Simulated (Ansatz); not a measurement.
One crystal and one scan (scan of one atom of the cell) at two levels, PBE (plane waves to 420 eV, PAW, scalar-relativistic; Ansatz, a program for electronic structure) and r2SCAN (plane waves to 500 eV, PAW, scalar-relativistic; Ansatz), each from its own relaxed cell and on its own mesh.

The crystal is CoSn (CoSn type, space group P6/mmm); one Co atom of a 6-atom cell moves by s towards the nearest neighbour, with its periodic images.

Energies are smeared free energies. CoSn is run without spin polarisation. CoSn was relaxed with its symmetry unable to fall. With partly filled bands, energies and forces of such displacements shift with the k mesh and the smearing.

```csv
quantity,run 1,run 2
Lattice constant a (Å),5.294,5.242
Lattice constant c (Å),4.235,4.188
Relaxed volume (Å³/atom),17.13,16.61
Force constant k = d²E/ds² at s = 0 (finite differences) (eV/Å²),7.44,8.56
```

### Question
Which run is which level?

### Answer
Run 1 is PBE, run 2 is r2SCAN. PBE gives the higher value for: lattice constant a; lattice constant c; relaxed volume. PBE gives the lower value for: force constant k = d²E/ds² at s = 0. Both give the same shape of the curve: a single well with its minimum at or next to zero displacement.

(A displaced cell: forces are minus the slopes of the energy, force constants its curvatures, and phonons follow from these.)
